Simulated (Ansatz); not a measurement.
Values for one crystal, relaxed and computed with plane-wave PAW LDA (Ansatz code); other levels are named.

| Quantity | Result |
|---|---|
| Volume per atom | 22.00 Å³ |
| Electronic character | metallic (no gap) |
| Density of states at the Fermi level | 0.47 states/eV per atom (mean over ±0.08 eV) |
| Formation energy from the elements (no fitted shifts) | -0.35 eV/atom |
| Highest zone-centre frequency | 5.50 THz |
| Zone-centre stability | no imaginary mode at Γ |
| Pressure derivative B′ | 9.8 |

Question: Which compound is it?
A. TlAgTe2, I-4m2 (Ag on 2c, Tl on 2a, Te on 4e)
B. TePt, R-3m (Te on 6c, Pt on 6c)
C. SnTe2, R-3m (Sn on 3a, Te on 6c)
D. CoTe, NiAs type

Answer: B, TePt, R-3m (Te on 6c, Pt on 6c)

The first step of the workflow began from a Materials Project structure, measured or hypothetical; the Crystallography Open Database files this formula in space group No. 166, but the cells were not matched. Whether it is the stable phase at ambient conditions was not checked. Symmetry was held in the LDA relaxation. The run is not spin-polarised. A crystal of weakly bound layers computed without a dispersion correction: the cell and the soft elastic constants depend strongly on that. As this level gives no gap, phonon frequencies hold no LO–TO term and depend on the k-mesh and smearing (Fermi–Dirac, 0.1 eV here). The references are the lowest solids computed at this level, not always the standard phases. Scalar-relativistic: spin–orbit coupling is off unless named, which matters more the heavier the elements.

Potentials: the later of the program's two PAW sets.
